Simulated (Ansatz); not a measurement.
Steps from a short run of molecular dynamics on a 2×2×2 supercell (16 atoms) of MgS (rocksalt), relaxed with r2SCAN; forces from r2SCAN in Ansatz, 2×2×2 mesh, Fermi-Dirac smearing of 0.020 eV, a Nosé-Hoover thermostat at fixed volume, set at 200 K. Spin polarisation is off, nuclei are classical, and the run is far too short for thermal averages.

Cell vectors in Å:
```
0.0000 5.2030 5.2030
5.2030 0.0000 5.2030
5.2030 5.2030 0.0000
```

**Question.** At 2 fs the positions in Å are
```
Mg   0.001  -0.003   0.004
S    2.594   2.604   2.599
Mg   2.601   2.597   0.008
S    5.198   5.208   2.598
Mg   2.597   0.002   2.602
S    5.210   2.597   5.206
Mg   5.198   2.594   2.603
S    7.801   5.205   5.203
Mg   0.009   2.592   2.603
S    2.605   5.199   5.200
Mg   2.596   5.208   2.605
S    5.207   7.806   5.199
Mg   2.599   2.604   5.202
S    5.204   5.200   7.798
Mg   5.202   5.210   5.213
S    7.812   7.811   7.801
```
What are the forces, and how far does the free energy (smearing included) lie above that of step 0, with the atoms on their sites?

**Answer.** 0.2 meV an atom; forces in eV/Å:
```
Mg  -0.025   0.022  -0.017
S    0.073  -0.019   0.021
Mg  -0.003   0.034  -0.064
S    0.019  -0.071   0.034
Mg   0.003  -0.025   0.016
S   -0.036   0.017  -0.052
Mg   0.042   0.037   0.015
S    0.020  -0.005  -0.011
Mg  -0.062   0.032  -0.022
S   -0.011   0.024   0.014
Mg   0.023   0.018  -0.030
S   -0.036   0.004   0.042
Mg   0.043  -0.026   0.021
S   -0.018   0.031   0.056
Mg   0.021  -0.051  -0.056
S   -0.053  -0.020   0.034
```

**Question.** At 6 fs the positions in Å are
```
Mg   0.004  -0.009   0.012
S    2.580   2.609   2.593
Mg   2.601   2.589   0.024
S    5.187   5.218   2.592
Mg   2.588   0.005   2.602
S    5.224   2.588   5.210
Mg   5.189   2.580   2.606
S    7.795   5.209   5.203
Mg   0.027   2.573   2.605
S    2.611   5.192   5.194
Mg   2.584   5.217   2.611
S    5.215   7.810   5.192
Mg   2.593   2.609   5.202
S    5.206   5.194   7.785
Mg   5.199   5.225   5.234
S    7.827   7.824   7.793
```
What are the forces, and how far does the free energy (smearing included) lie above that of step 0, with the atoms on their sites?

**Answer.** 1.9 meV an atom; forces in eV/Å:
```
Mg  -0.071   0.065  -0.050
S    0.223  -0.056   0.067
Mg  -0.006   0.098  -0.187
S    0.055  -0.212   0.098
Mg   0.007  -0.073   0.046
S   -0.105   0.046  -0.153
Mg   0.119   0.107   0.043
S    0.058  -0.014  -0.033
Mg  -0.192   0.099  -0.064
S   -0.032   0.072   0.043
Mg   0.070   0.051  -0.090
S   -0.107   0.012   0.122
Mg   0.124  -0.076   0.061
S   -0.054   0.091   0.171
Mg   0.061  -0.147  -0.171
S   -0.151  -0.063   0.095
```

**Question.** At 10 fs the positions in Å are
```
Mg   0.006  -0.014   0.019
S    2.567   2.613   2.588
Mg   2.601   2.582   0.038
S    5.176   5.226   2.585
Mg   2.580   0.007   2.603
S    5.237   2.580   5.214
Mg   5.181   2.566   2.609
S    7.789   5.212   5.203
Mg   0.043   2.554   2.607
S    2.617   5.185   5.188
Mg   2.573   5.227   2.617
S    5.223   7.813   5.185
Mg   2.589   2.613   5.201
S    5.207   5.188   7.773
Mg   5.196   5.238   5.253
S    7.841   7.836   7.785
```
What are the forces, and how far does the free energy (smearing included) lie above that of step 0, with the atoms on their sites?

**Answer.** 4.9 meV an atom; forces in eV/Å:
```
Mg  -0.111   0.104  -0.080
S    0.373  -0.089   0.114
Mg  -0.004   0.155  -0.300
S    0.090  -0.346   0.154
Mg   0.012  -0.113   0.071
S   -0.170   0.069  -0.244
Mg   0.183   0.169   0.067
S    0.092  -0.020  -0.052
Mg  -0.319   0.171  -0.101
S   -0.053   0.120   0.071
Mg   0.114   0.077  -0.143
S   -0.174   0.017   0.195
Mg   0.195  -0.121   0.095
S   -0.089   0.145   0.287
Mg   0.096  -0.229  -0.285
S   -0.237  -0.106   0.149
```

**Question.** At 12 fs the positions in Å are
```
Mg   0.007  -0.017   0.023
S    2.561   2.615   2.585
Mg   2.600   2.578   0.044
S    5.171   5.230   2.583
Mg   2.575   0.008   2.604
S    5.243   2.575   5.216
Mg   5.177   2.560   2.610
S    7.786   5.214   5.203
Mg   0.051   2.545   2.608
S    2.620   5.182   5.185
Mg   2.568   5.233   2.619
S    5.226   7.815   5.182
Mg   2.587   2.615   5.201
S    5.208   5.185   7.768
Mg   5.195   5.244   5.262
S    7.848   7.842   7.782
```
What are the forces, and how far does the free energy (smearing included) lie above that of step 0, with the atoms on their sites?

**Answer.** 6.8 meV an atom; forces in eV/Å:
```
Mg  -0.127   0.120  -0.094
S    0.445  -0.104   0.138
Mg  -0.001   0.179  -0.350
S    0.107  -0.408   0.179
Mg   0.015  -0.129   0.081
S   -0.200   0.079  -0.284
Mg   0.210   0.197   0.077
S    0.108  -0.023  -0.060
Mg  -0.379   0.207  -0.116
S   -0.063   0.142   0.084
Mg   0.135   0.086  -0.167
S   -0.206   0.018   0.228
Mg   0.226  -0.141   0.108
S   -0.104   0.170   0.344
Mg   0.111  -0.264  -0.340
S   -0.276  -0.128   0.172
```

**Question.** At 14 fs the positions in Å are
```
Mg   0.007  -0.019   0.026
S    2.556   2.617   2.583
Mg   2.600   2.575   0.050
S    5.166   5.233   2.580
Mg   2.571   0.009   2.605
S    5.250   2.571   5.217
Mg   5.174   2.554   2.612
S    7.783   5.216   5.203
Mg   0.058   2.537   2.609
S    2.622   5.179   5.182
Mg   2.563   5.238   2.621
S    5.230   7.816   5.180
Mg   2.586   2.617   5.201
S    5.208   5.183   7.762
Mg   5.194   5.250   5.270
S    7.854   7.848   7.779
```
What are the forces, and how far does the free energy (smearing included) lie above that of step 0, with the atoms on their sites?

**Answer.** 8.8 meV an atom; forces in eV/Å:
```
Mg  -0.140   0.135  -0.108
S    0.511  -0.117   0.160
Mg   0.004   0.200  -0.395
S    0.123  -0.466   0.202
Mg   0.018  -0.141   0.089
S   -0.228   0.088  -0.319
Mg   0.232   0.222   0.084
S    0.122  -0.026  -0.066
Mg  -0.435   0.244  -0.129
S   -0.072   0.164   0.098
Mg   0.155   0.092  -0.188
S   -0.234   0.018   0.257
Mg   0.252  -0.158   0.118
S   -0.118   0.191   0.399
Mg   0.123  -0.295  -0.393
S   -0.310  -0.150   0.193
```

**Question.** At 18 fs the positions in Å are
```
Mg   0.008  -0.023   0.032
S    2.547   2.620   2.579
Mg   2.600   2.570   0.060
S    5.156   5.238   2.576
Mg   2.563   0.010   2.607
S    5.261   2.563   5.219
Mg   5.168   2.543   2.616
S    7.778   5.219   5.202
Mg   0.070   2.521   2.609
S    2.628   5.174   5.177
Mg   2.554   5.249   2.625
S    5.235   7.820   5.175
Mg   2.584   2.619   5.202
S    5.209   5.178   7.754
Mg   5.193   5.260   5.285
S    7.865   7.859   7.773
```
What are the forces, and how far does the free energy (smearing included) lie above that of step 0, with the atoms on their sites?

**Answer.** 12.9 meV an atom; forces in eV/Å:
```
Mg  -0.158   0.156  -0.134
S    0.625  -0.140   0.200
Mg   0.018   0.233  -0.467
S    0.153  -0.564   0.240
Mg   0.026  -0.153   0.096
S   -0.280   0.104  -0.373
Mg   0.263   0.266   0.089
S    0.145  -0.030  -0.075
Mg  -0.528   0.314  -0.147
S   -0.090   0.203   0.123
Mg   0.188   0.092  -0.221
S   -0.283   0.014   0.305
Mg   0.291  -0.183   0.128
S   -0.140   0.226   0.499
Mg   0.139  -0.342  -0.490
S   -0.369  -0.195   0.228
```
